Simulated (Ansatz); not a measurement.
Level: PBE, no spin polarisation; 420 eV; 6×6×6 Γ-centred mesh; fermi-dirac occupations (width 0.1 eV); Ansatz 0.2.0, fixed geometry.

Computed maps in the lattice plane spanned by b (left to right, 6.93 Å, 21 points from zero) and c (bottom to top, 6.93 Å, 21 points from zero), 60° apart, at height 0.603 along a. The fields are smooth PAW ones with compensation charges, not the true ones near nuclei.

Valence density. Digits on a logarithmic scale: 0 up to 0.03 e/Å³, each further digit a factor of 1.6, 9 from 1.3 e/Å³ up:
```
332233323334444444443
333334433334444554444
333344444333444555544
444444544444444555544
456654554556544455554
479996544589985445554
479999644599999544444
469999954589999844444
348999975469999954444
335999975456999964344
333579865445689854333
333445554444455554333
223344444455544444433
222344544567754454432
211234554589996555443
210123444599999644443
200012344479999954433
200001233459999964332
210000123335899964332
211001122333467754333
322222222333344444333
```

Problem. The cell is Sc$_{4}$GaS$_{8}$. Which atoms lie within 0.2 Å of this plane, and where (fractions of b and c)?

Solution. Sc at (0.60, 0.60), Sc at (0.60, 0.19), Sc at (0.19, 0.60). The whole cell:
```
CELL_PARAMETERS angstrom
0.00000 4.90285 4.90285
4.90285 0.00000 4.90285
4.90285 4.90285 0.00000
ATOMIC_POSITIONS crystal
Sc 0.60300 0.60300 0.60300
Sc 0.19100 0.60300 0.60300
Sc 0.60300 0.60300 0.19100
Sc 0.60300 0.19100 0.60300
S 0.86550 0.86550 0.86550
S 0.40350 0.86550 0.86550
S 0.86550 0.86550 0.40350
S 0.86550 0.40350 0.86550
S 0.36210 0.36210 0.36210
S 0.91370 0.36210 0.36210
S 0.36210 0.36210 0.91370
S 0.36210 0.91370 0.36210
Ga 0.00000 0.00000 0.00000
```

Origin: a known structure type with other elements, at an estimated volume, so it need not be a known compound. Caveats: many states at the Fermi level without spin polarisation, so a magnetic state may lie lower; atoms or cell far from equilibrium.
